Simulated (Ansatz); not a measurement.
An Ansatz (a first-principles code) input:

Ansatz 0.2 input:
```yaml
crystal:
  lattice:
    - [0.0, 3.097361319, 3.097361319]
    - [3.097361319, 0.0, 3.097361319]
    - [3.097361319, 3.097361319, 0.0]
  atoms:
    - { symbol: Ba, position: [0.0, 0.0, 0.0] }
    - { symbol: F, position: [0.25, 0.25, 0.25] }
    - { symbol: F, position: [0.75, 0.75, 0.75] }
kpoints:
  mp_grid: { grid: [6, 6, 6] }
  band_path:
    path:
      - [[0.0, 0.0, 0.0], [0.5, 0.0, 0.5], [0.625, 0.25, 0.625]]  # Γ-X-U
      - [[0.375, 0.375, 0.75], [0.0, 0.0, 0.0], [0.5, 0.5, 0.5], [0.5, 0.25, 0.75], [0.5, 0.0, 0.5]]  # K-Γ-L-W-X
      - [VBM, CBM]
    npoints: 12
hamiltonian:
  xc: r2scan
  pseudopotentials: { kind: paw }
magnetization: { noncollinear: true, spin_orbit: true }
scf:
  n_extra_bands: 12
  convergence: { dr2_threshold: 0.0000000001 }
  occupations: { method: gaussian, width: 0.01 }
checkpoint: { write: soc.run }
output: { eigenvalues: true }
```

Task: How many symmetry operations and irreducible k-points will the run report?

Result: 48 operations, 16 of 216 k-points.

Task: With a cutoff of 500 eV, how many plane waves at Γ?

Result: 1459.

It took about 120 core-seconds (a rough figure) on shared server cores.

Space group Fm-3m (fluorite). The r²SCAN relaxation kept the symmetry of its start.

Potentials: the later of the program's two PAW sets.

Ansatz is a plane-wave DFT program.
